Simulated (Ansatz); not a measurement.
TaSiAs (space group P4/nmm)

```xyz
6
Lattice="3.5017 0.0000 0.0000 0.0000 3.5017 0.0000 0.0000 0.0000 7.8716" Properties=species:S:1:pos:R:3 pbc="T T T"
Ta     1.7508     0.0000     2.0036
Ta     0.0000     1.7508     5.8679
Si     0.0000     0.0000     0.0000
Si     1.7508     1.7508     0.0000
As     1.7508     0.0000     4.8237
As     0.0000     1.7508     3.0478
```

This relaxed cell (volume V₀) is scaled evenly in all directions, its shape held. The atoms relax within the cell's symmetry.

Computed with r2SCAN (plane waves to 500 eV, PAW, scalar-relativistic; Ansatz, a program for electronic structure). k mesh 13×13×6 (Γ-centred), Fermi-Dirac smearing 0.05 eV. Energies are smeared free energies. Stress and pressure are positive under compression. With the shape held, the modulus is that of even scaling; a crystal free to change shape is softer. Spin-orbit coupling is left out, though Ta is heavy. TaSiAs is run without spin polarisation. TaSiAs was relaxed with its symmetry unable to fall. The zero of ΔE is the relaxed starting cell. The last digit holds for this mesh only.

```
V (Å³/atom)  ΔE (meV/atom)
-----------  -------------
13.513               296.8
13.942               195.0
14.371               118.2
14.800                63.1
15.229                26.6
15.658                 6.3
16.087                 0.0
16.516                 5.7
16.945                21.8
17.374            withheld
17.803                79.3
18.232               118.2
18.661               162.5
```

Task: Fit a third-order Birch-Murnaghan form (E₀, V₀, B₀, B₀′ free) to the given rows and predict ΔE at V = 17.374.

Result: Least squares on the 12 given rows: ΔE = E₀ + (9V₀B₀/16)·y²·[2 + (B₀′ − 4)y], y = (V₀/V)^(2/3) − 1, with V₀ = 16.090 Å³/atom, B₀ = 166.9 GPa (160.2 GPa = 1 eV/Å³; the term in eV is multiplied by 1000), B₀′ = 4.56, E₀ = 0.17 meV/atom; root-mean-square residual 0.22 meV/atom. At 17.374 the fit gives 46.5 meV/atom; the calculation gives 46.8 meV/atom, so the interpolation is off by -0.3 (-0.6 %). For the pressure the fit gives -10.8 GPa against the computed -10.8 GPa.

(Under strain, the slope of the energy per volume gives the stress and its curvature an elastic modulus.)
